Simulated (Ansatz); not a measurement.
AlSiCN:
```xyz
4
Lattice="3.0940 0.0000 0.0000 -1.5470 2.6795 0.0000 0.0000 0.0000 5.0268" Properties=species:S:1:pos:R:3 pbc="T T T"
Al     0.0000     1.7863     2.5496
Si     1.5470     0.8932     5.0133
C      0.0000     1.7863     0.5452
N      1.5470     0.8932     3.2022
```

Relaxed with PBEsol. Independent-particle spectrum: no excitons, no local fields, no scissors shift; 0.1 eV broadening; ε₁ of the summed bands alone.

Tabulate the dielectric function from the program Ansatz at the PBEsol level (PAW).



```csv
E (eV),ε₁ xx,ε₂ xx,ε₁ zz,ε₂ zz
0.0,6.00,0.00,6.09,0.00
0.3,6.01,0.00,6.10,0.00
0.6,6.04,0.00,6.13,0.00
0.9,6.08,0.00,6.17,0.00
1.2,6.14,0.00,6.24,0.00
1.5,6.23,0.00,6.32,0.00
1.8,6.33,0.00,6.43,0.00
2.1,6.47,0.00,6.58,0.00
2.4,6.63,0.00,6.75,0.00
2.7,6.84,0.00,6.97,0.00
3.0,7.09,0.00,7.24,0.00
3.3,7.42,0.00,7.59,0.00
3.6,7.84,0.00,8.05,0.00
3.9,8.42,0.00,8.70,0.00
4.2,9.31,0.03,9.77,0.00
4.5,11.19,0.60,12.45,1.18
4.8,12.32,2.44,11.85,4.31
5.1,11.65,4.82,10.98,5.59
5.4,12.27,6.41,10.27,7.05
5.7,9.27,8.73,9.00,7.49
6.0,7.77,8.66,8.10,7.79
6.3,7.67,8.15,8.61,7.82
6.6,8.40,8.91,8.60,11.07
6.9,7.00,11.48,3.86,11.61
7.2,3.86,11.94,2.34,9.73
7.5,2.50,11.05,1.45,7.18
7.8,0.78,10.56,3.88,6.18
8.1,-0.44,9.05,4.00,8.99
8.4,-0.11,7.77,2.04,8.86
8.7,-0.75,7.33,1.84,9.34
9.0,-0.21,6.32,0.79,8.87
9.3,0.51,6.42,0.48,8.57
9.6,0.17,7.68,-0.20,9.19
9.9,-1.58,7.44,-1.22,9.69
10.2,-1.95,6.23,-3.54,7.38
10.5,-1.86,5.64,-3.31,5.98
10.8,-2.13,5.35,-2.69,5.13
11.1,-2.35,4.91,-2.56,5.44
11.4,-2.64,4.45,-3.21,4.82
11.7,-2.38,3.50,-3.09,4.06
12.0,-2.00,3.36,-3.01,3.54
```

From ε at 5.5 eV (xx: 11.94 + 8.07i), find n, k, the normal reflectivity and the absorption coefficient.

n = 3.63, k = 1.112, R = 36 %, α = 2kE/ħc = 620000 cm⁻¹.

With all bands, ε∞ without local fields is 6.08 (xx = yy), 6.17 (zz). DFPT, with local fields, gives 5.82 (xx = yy), 5.86 (zz).

Space group P3m1. The first step of the workflow began from a Materials Project structure, measured or hypothetical; the Crystallography Open Database copy checked does not list it. Its standing as an ambient phase is unchecked. The cell was relaxed with PBEsol under the symmetry of its start; phonons on a q-mesh show no instability.

Potentials: the later of the program's two PAW sets.
